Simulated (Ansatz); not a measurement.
Consider the following.

Ti:
```
Ti
1.0
    2.93485     0.00000     0.00000
   -1.46742     2.54165     0.00000
    0.00000     0.00000     4.64202
Ti
2
Direct
  0.33333   0.66667   0.25000
  0.66667   0.33333   0.75000
```

This is the r²SCAN-relaxed structure. Cartesian axes are those of the cell as given.

Problem. All from plane-wave PAW r²SCAN (Ansatz code), unless another level is named. Predict the Hill bulk and shear moduli.

Solution. 117 and 46.6 GPa.

Problem. Next, the highest zone-centre frequency?

Solution. 182 cm⁻¹.

Problem. And the elastic constants (relaxed ions, GPa)?

Solution. C11 = 178, C12 = 98.2, C13 = 76.0, C33 = 196, C44 = 47.7.

Space group P6_3/mmc (hcp (Mg type)). Symmetry was held in the r²SCAN relaxation; of distortions, only those at the zone centre were tested. No spin polarisation was allowed. As this level gives no gap, shear constants depend on the k-mesh and smearing (Fermi–Dirac, 0.1 eV here). As this level gives no gap, phonon frequencies hold no LO–TO term and depend on the k-mesh and smearing (Fermi–Dirac, 0.1 eV here).

Potentials: the earlier of the program's two PAW sets.
